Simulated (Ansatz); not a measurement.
# Relaxing an invented AlOsC₄N₄ structure

All numbers below come from Ansatz 0.2.0, DFT PBE, scalar-relativistic, plane waves, PAW. Cutoff 420 eV, Gaussian smearing, Γ-centred meshes. Cell and atoms relax first on a coarse mesh and then on a converged one. In between, the cell is made exact in the group found at 0.06 Å. The steps can't lower the symmetry of their start. Collinear spin, starting moments Os 1.0 μB.

The cell of AlOsC₄N₄ is invented: two interpenetrating cyanide-bridged diamond nets (P-43m, No. 215). The dimensions are guesses.

```cif
data_structure
_symmetry_space_group_name_H-M 'P-43m'
_symmetry_Int_Tables_number 215
_cell_length_a 5.8081
_cell_length_b 5.8081
_cell_length_c 5.8081
_cell_angle_alpha 90.000
_cell_angle_beta 90.000
_cell_angle_gamma 90.000
_cell_volume 195.94
loop_
_atom_site_label
_atom_site_type_symbol
_atom_site_symmetry_multiplicity
_atom_site_Wyckoff_symbol
_atom_site_fract_x
_atom_site_fract_y
_atom_site_fract_z
_atom_site_occupancy
Al1 Al 1 a 0.00000 0.00000 0.00000 1
Os1 Os 1 b 0.50000 0.50000 0.50000 1
C1 C 4 e 0.18638 0.18638 0.18638 1
N1 N 4 e 0.30268 0.30268 0.30268 1
```

Energies over the elements count from the elements' standard structures at the same level (N₂ as a molecule), with no fitted energy shifts.

Question: Where does the relaxation end?

Answer: The symmetry stays P-43m (No. 215). The volume per atom grows by 4.6 %, from 19.6 to 20.5 Å³. The shortest distance goes from 1.17 Å (C–N) to 1.18 Å (C–N). Conventional cell: a = 5.896 Å. Al is surrounded by 4 C at 1.96 Å; around Os lie 4 N at 1.97 Å; C has 1 N at 1.18 Å and 1 Al at 1.96 Å; N is surrounded by 1 C at 1.18 Å and 1 Os at 1.97 Å.

```cif
data_structure
_symmetry_space_group_name_H-M 'P 1'
_symmetry_Int_Tables_number 1
_cell_length_a 5.8961
_cell_length_b 5.8961
_cell_length_c 5.8961
_cell_angle_alpha 90.000
_cell_angle_beta 90.000
_cell_angle_gamma 90.000
_cell_volume 204.98
loop_
_atom_site_label
_atom_site_type_symbol
_atom_site_fract_x
_atom_site_fract_y
_atom_site_fract_z
_atom_site_occupancy
Al1 Al 0.00000 0.00000 0.00000 1
Os1 Os 0.50000 0.50000 0.50000 1
C1 C 0.19206 0.19206 0.19206 1
C2 C 0.19206 0.80794 0.80794 1
C3 C 0.80794 0.19206 0.80794 1
C4 C 0.80794 0.80794 0.19206 1
N1 N 0.30751 0.30751 0.30751 1
N2 N 0.30751 0.69249 0.69249 1
N3 N 0.69249 0.30751 0.69249 1
N4 N 0.69249 0.69249 0.30751 1
```

Question: How does it come out in energy, and is it a metal?

Answer: The energy over the elements is +0.592 eV/atom, the gap on the 6×6×6 mesh of the 10-atom cell is 0.22 eV and the net moment per atom is 0.30 μB. The moment by site is Os 0.9 μB.

It can't be a ground state, since the elements alone are lower.

The last run used collinear spin and Gaussian smearing of 0.01 eV. Spin–orbit coupling, which can matter for Os, is left out. Kohn–Sham gaps at this level usually fall short of measured ones. The reference form of C is held partly by dispersion forces, which this level lacks. The magnetic state reached may not be the lowest. Small gaps are read on the mesh alone, and bands can cross between its points. A structure relaxed within its symmetry needn't be a true minimum. In all, the 3 runs took 7 min on 1 thread of Intel(R) Xeon(R) Processor @ 2.50GHz (Skylake/Cascade Lake), with other jobs on the host. Site moments count only spheres around the atoms; the net moment includes the space between them.
